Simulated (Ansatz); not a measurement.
**Sn3GeTe4: rattling a relaxed structure**

It was reached by relaxing an invented guess, and it needn't be the stable form of this composition.

Theory: Ansatz, DFT PBE, scalar-relativistic, plane waves, PAW. Plane waves to 420 eV, a k mesh through Γ of 6×6×6 on the computed 8-atom cell and Gaussian smearing (0.01 eV); no spin polarisation.

The cell below (8 atoms, space group Pm-3m (No. 221)) is relaxed within its symmetry.

```cif
data_structure
_symmetry_space_group_name_H-M 'P 1'
_symmetry_Int_Tables_number 1
_cell_length_a 6.3202
_cell_length_b 6.3202
_cell_length_c 6.3202
_cell_angle_alpha 90.000
_cell_angle_beta 90.000
_cell_angle_gamma 90.000
_cell_volume 252.47
loop_
_atom_site_label
_atom_site_type_symbol
_atom_site_fract_x
_atom_site_fract_y
_atom_site_fract_z
_atom_site_occupancy
Sn1 Sn 0.50000 0.00000 0.50000 1
Sn2 Sn 0.00000 0.50000 0.50000 1
Sn3 Sn 0.50000 0.50000 0.00000 1
Ge1 Ge 0.00000 0.00000 0.00000 1
Te1 Te 0.50000 0.50000 0.50000 1
Te2 Te 0.00000 0.50000 0.00000 1
Te3 Te 0.50000 0.00000 0.00000 1
Te4 Te 0.00000 0.00000 0.50000 1
```

For the test it was strained at random (σ = 1.5 % a component), the atoms were moved at random (σ = 0.15 Å), and all was relaxed again on a coarse 4×4×4 mesh (in the run’s order of axes) with 0.20 eV smearing, with no symmetry imposed.

Spin–orbit coupling, which can matter for Te, is left out.

**Question.** Is the structure stable against such a distortion?

**Answer.** It doesn't return. The energy falls by 15 meV/atom on that mesh, the volume changes by 2.3 %, and the end has space group R3m (No. 160) at a loose tolerance. Relaxed again on a 6×6×6 mesh with 0.01 eV smearing, the new structure lies 16 meV/atom below the first (mesh in the axes of the run's cell; the cell below is made exact in the group named). Space group R3m (No. 160), trigonal, a = 8.941 Å, c = 11.234 Å. Sn is surrounded by 6 Te at 3.10–3.28 Å; Ge has 3 Te at 2.86 Å and 3 Te at 3.55 Å; around Te on a site of symmetry 3m lie 3 Sn at 3.10 Å and 3 Sn at 3.28 Å; around Te on a site of symmetry m lie 1 Ge at 2.86 Å, 4 Sn at 3.12–3.27 Å and 1 Ge at 3.55 Å.

```
CELL_PARAMETERS angstrom
4.47073 2.58118 3.74466
-4.47073 2.58118 3.74466
0.00000 -5.16235 3.74466
ATOMIC_POSITIONS crystal
Sn 0.49453 0.49453 0.99412
Sn 0.49453 0.99412 0.49453
Sn 0.99412 0.49453 0.49453
Ge 0.97132 0.97132 0.97132
Te 0.50828 0.50828 0.50828
Te 0.00592 0.00592 0.52399
Te 0.00592 0.52399 0.00592
Te 0.52399 0.00592 0.00592
```
